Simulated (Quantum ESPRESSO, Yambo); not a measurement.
# Quasiparticle gap of AgCl at -2 % biaxial strain

Space group Cmcm (No. 63); a = 3.6204 Å, b = 10.6479 Å, c = 3.9499 Å, α = β = γ = 90.00°

| atom | site | symmetry | x | y | z |
|---|---|---|---|---|---|
| Cl | 4c | m2m | 0.0000 | 0.1353 | 0.2500 |
| Ag | 4c | m2m | 0.0000 | 0.3993 | 0.2500 |
(The calculation used a cell of 4 atoms; values per cell refer to that cell.)

The PBEsol cell relaxed from Materials Project entry mp-570858 was given a biaxial strain of -2 % along x and y, z relaxed, and the atoms were relaxed again.

Starting point: PBEsol (Quantum ESPRESSO, PseudoDojo norm-conserving, 82 Ry, scalar-relativistic). G0W0 in Yambo: 4×4×4 Γ-centred k mesh, bands 9 to 99 and a 6 Ry block in the screening, 99 bands in G with the Bruneval-Gonze terminator, plasmon pole fitted at 27.2 eV.

* **PBEsol gap along the band path**: 0.36 eV
* **PBEsol gap between the mesh's edge points ((0.25, 0.25, 0) → Γ)**: 0.37 eV
* **G0W0 gap between the same points**: 1.76 eV
* **PBEsol smallest direct gap on the mesh (at Γ)**: 1.78 eV
* **G0W0 direct gap at that point**: 3.27 eV

```json
[
 {"k point": "Γ", "band": "VB", "E PBEsol (eV)": "-1.41", "E QP (eV)": "-2.31", "shift (eV)": "-0.90", "Z": "0.79"},
 {"k point": "Γ", "band": "CB", "E PBEsol (eV)": "0.37", "E QP (eV)": "0.96", "shift (eV)": "0.60", "Z": "0.82"},
 {"k point": "(0, -0.5, -0.5)", "band": "VB", "E PBEsol (eV)": "-1.51", "E QP (eV)": "-2.37", "shift (eV)": "-0.86", "Z": "0.79"},
 {"k point": "(0, -0.5, -0.5)", "band": "CB", "E PBEsol (eV)": "2.84", "E QP (eV)": "3.62", "shift (eV)": "0.78", "Z": "0.82"},
 {"k point": "(0.25, 0.25, 0)", "band": "VB", "E PBEsol (eV)": "0.00", "E QP (eV)": "-0.79", "shift (eV)": "-0.79", "Z": "0.80"},
 {"k point": "(0.25, 0.25, 0)", "band": "CB", "E PBEsol (eV)": "2.90", "E QP (eV)": "3.53", "shift (eV)": "0.62", "Z": "0.82"}
]
```

Energies count from the PBEsol valence-band maximum.

Convergence of the G0W0 settings was not tested.

Spin-orbit splittings are left out.

This is not the ordinary phase of the substance; no match was found in the copy of COD used, and its stability was not checked.
